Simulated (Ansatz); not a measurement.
HfO₂:
```yaml
crystal:
  lattice:
    - [5.18134, 0.00000, 0.00000]
    - [0.00000, 4.97573, 0.00000]
    - [0.00000, 0.00000, 4.99604]
  atoms:
    - { symbol: Hf, position: [0.03292, 0.26805, 0.24318] }
    - { symbol: Hf, position: [0.96708, 0.73195, 0.74318] }
    - { symbol: Hf, position: [0.46708, 0.26805, 0.74318] }
    - { symbol: Hf, position: [0.53292, 0.73195, 0.24318] }
    - { symbol: O, position: [0.36896, 0.07309, 0.37887] }
    - { symbol: O, position: [0.63104, 0.92691, 0.87887] }
    - { symbol: O, position: [0.13104, 0.07309, 0.87887] }
    - { symbol: O, position: [0.86896, 0.92691, 0.37887] }
    - { symbol: O, position: [0.73549, 0.45853, 0.49095] }
    - { symbol: O, position: [0.26451, 0.54147, 0.99095] }
    - { symbol: O, position: [0.76451, 0.45853, 0.99095] }
    - { symbol: O, position: [0.23549, 0.54147, 0.49095] }
```

Relaxed with LDA.

Problem. Give the optical modes at the zone centre with their infrared activity from DFPT, plane-wave PAW LDA (Ansatz code).

Solution. Transverse frequencies, without the LO–TO term; a row sums one degenerate level.

| ω (cm⁻¹) | degeneracy | IR ((D/Å)²/amu) | activity | symmetry |
|---|---|---|---|---|
| 125 | 1 | 1.49 | IR | A1 |
| 128 | 1 | 0.00 | IR-inactive | A2 |
| 130 | 1 | 0.05 | IR | B1 |
| 143 | 1 | 0.00 | IR-inactive | A2 |
| 145 | 1 | 0.82 | IR | B2 |
| 154 | 1 | 0.00 | IR-inactive | A2 |
| 165 | 1 | 7.98 | IR | A1 |
| 240 | 1 | 35.69 | IR | B2 |
| 240 | 1 | 0.40 | IR | B1 |
| 248 | 1 | 4.27 | IR | B2 |
| 258 | 1 | 1.60 | IR | A1 |
| 274 | 1 | 32.13 | IR | B1 |
| 309 | 1 | 0.00 | IR-inactive | A2 |
| 337 | 1 | 2.12 | IR | A1 |
| 339 | 1 | 1.53 | IR | B2 |
| 341 | 1 | 2.77 | IR | B1 |
| 348 | 1 | 52.09 | IR | A1 |
| 392 | 1 | 0.54 | IR | A1 |
| 394 | 1 | 55.94 | IR | B1 |
| 402 | 1 | 50.45 | IR | B2 |
| 413 | 1 | 0.00 | IR-inactive | A2 |
| 471 | 1 | 20.41 | IR | A1 |
| 488 | 1 | 0.00 | IR-inactive | A2 |
| 491 | 1 | 2.94 | IR | B1 |
| 529 | 1 | 8.19 | IR | B2 |
| 561 | 1 | 0.67 | IR | B2 |
| 588 | 1 | 0.00 | IR-inactive | A2 |
| 607 | 1 | 2.14 | IR | A1 |
| 644 | 1 | 4.03 | IR | B1 |
| 665 | 1 | 0.00 | IR-inactive | A2 |
| 689 | 1 | 0.00 | IR-inactive | A2 |
| 698 | 1 | 0.62 | IR | B1 |
| 742 | 1 | 8.69 | IR | B2 |

Problem. How high does the top mode go among those that the LO–TO term moves?

Solution. 719 cm⁻¹ for q along x, 792 cm⁻¹ for q along y, 673 cm⁻¹ for q along z.

Space group Pca2_1. Symmetry was held in the LDA relaxation; phonons on a q-mesh show no instability. No spin polarisation was allowed. Spin–orbit coupling is left out wherever it is not named.

Potentials: the later of the program's two PAW sets.
